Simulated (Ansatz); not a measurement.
# SnTe: energy along a strain

SnTe, Fm-3m, a = 6.313 Å (as given, not relaxed at this level: -0.5 GPa). Ansatz: PBEsol, PAW, 420 eV, Γ-centred 10×10×10 mesh on 2 atoms, Gaussian smearing 0.03 eV; no spin polarisation. Cell vectors (Å): 0.000 3.156 3.156; 3.156 0.000 3.156; 3.156 3.156 0.000. The cell is strained by x per cent times the pattern (0 1 0 0 0 0) in the order xx yy zz yz xz xy (engineering shears), with fractional coordinates held. y is the free energy over the start, V0 = 31.450 Å³/atom.

| x (%) | y (meV/atom) |
| --- | --- |
| -2.00 | ? |
| -1.50 | 1.43 |
| -1.00 | 0.25 |
| -0.50 | -0.21 |
| 0.00 | 0.00 |
| 0.50 | 0.85 |
| 1.00 | 2.30 |
| 1.50 | 4.30 |
| 1.75 | 5.49 |
| 2.00 | 6.82 |

**Question.** Fit y = c1 x + c2 x² + c3 x³ to the other rows, get the stiffness along the pattern, and predict the missing energy.

**Answer.** Least squares on the rows shown. y = 1.077 x + 1.273 x² − 0.05358 x³. The clamped-ion stiffness p·C·p = 2 × 12.73 eV × 160.2 / 31.450 Å³ = 130 GPa, which is C22 in these axes (C11 of the cubic crystal) (second derivative at the start, which stands under stress). At x = -2.00 the fit asked for gives 3.37 meV/atom. The run gave 3.38 meV/atom, so the fit is 0.01 meV/atom too low, a small miss on the scale of the series.